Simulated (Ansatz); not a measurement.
The start is a generated cell, TePb placed in the cinnabar structure type. The cell and all atomic positions are relaxed at zero pressure with PBE (plane waves to 420 eV, PAW, scalar-relativistic; Ansatz, an electronic-structure program). The first steps use a coarse 5×5×2 k-mesh.

Input geometry:
```
TePb
1.0
    5.08413     0.00000     0.00000
   -2.54206     4.40298     0.00000
    0.00000     0.00000    11.64750
Pb Te
3 3
Direct
  0.71980   0.00000   0.66667
  0.00000   0.71980   0.33333
  0.28020   0.28020   0.00000
  0.48890   0.00000   0.16667
  0.00000   0.48890   0.83333
  0.51110   0.51110   0.50000
```

**Question.** Does the structure survive the relaxation? Give the final space group.

**Answer.** The space group goes from P3₂21 (No. 154) to Fm-3m (No. 225); the end is rock salt type, with 2 atoms in the primitive cell.

**Question.** How much energy is released per atom?

**Answer.** 0.57 eV/atom.

**Question.** How does the volume per atom move from start to end?

**Answer.** -18.5 %, from 43.46 to 35.44 Å³/atom.

**Question.** Write out the relaxed structure.

**Answer.** 
Space group Fm-3m (No. 225); a = 6.569 Å, b = 6.569 Å, c = 6.569 Å, α = 90.00°, β = 90.00°, γ = 90.00°

| atom | site | symmetry | x | y | z |
|---|---|---|---|---|---|
| Pb | 4b | m-3m | 0.5000 | 0.5000 | 0.5000 |
| Te | 4a | m-3m | 0.0000 | 0.0000 | 0.0000 |
(The calculation used a cell of 2 atoms; values per cell refer to that cell.)

Final values are on a 9×9×9 k-mesh of the relaxed cell. No spin polarisation in the result.

The run could not lose the symmetry of its start.
